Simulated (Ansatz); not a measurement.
Values for one crystal, relaxed and computed with the program Ansatz at the r²SCAN level (PAW); other levels are named.

```yaml
volume_per_atom: 22.98 Å³
band_gap: 1.09 eV (direct)
valence_band_maximum: at Γ
Highest zone-centre frequency (without LO–TO term): 358 cm⁻¹
Elastic constants (relaxed ions, GPa): C11 = 137, C12 = 45.2, C13 = 39.4, C14 = -12.1, C33 = 157, C44 = 38.1
mechanical_stability: stable (all eigenvalues of C positive)
HSE06 gap on the r²SCAN cell: 1.49 eV
```

Q: Which of these materials gives this?
A) InCl3, P6_3/mmc (In on 2d, Cl on 6h)
B) InGaP2, R3m (In on 3a, Ga on 3a, P on 3a, P on 3a)
C) BaCd2Sb2, P-3m1 (Ba on 1a, Cd on 2d, Sb on 2d)
D) Ca3BiP, anti-perovskite

A: B, InGaP2, R3m (In on 3a, Ga on 3a, P on 3a, P on 3a)

The workflow started from a Materials Project entry (that database holds measured and hypothetical structures alike); the Crystallography Open Database copy checked does not list it. With In and Ga taken as one species the cell has the higher symmetry F-43m, so it may be an ordered model of a mixed-site phase. Whether it is the stable phase at ambient conditions was not checked. The cell was relaxed with r²SCAN under the symmetry of its start; of distortions, only those at the zone centre were tested. Scalar-relativistic: spin–orbit coupling is off unless named, which matters more the heavier the elements.

Potentials: the later of the program's two PAW sets.
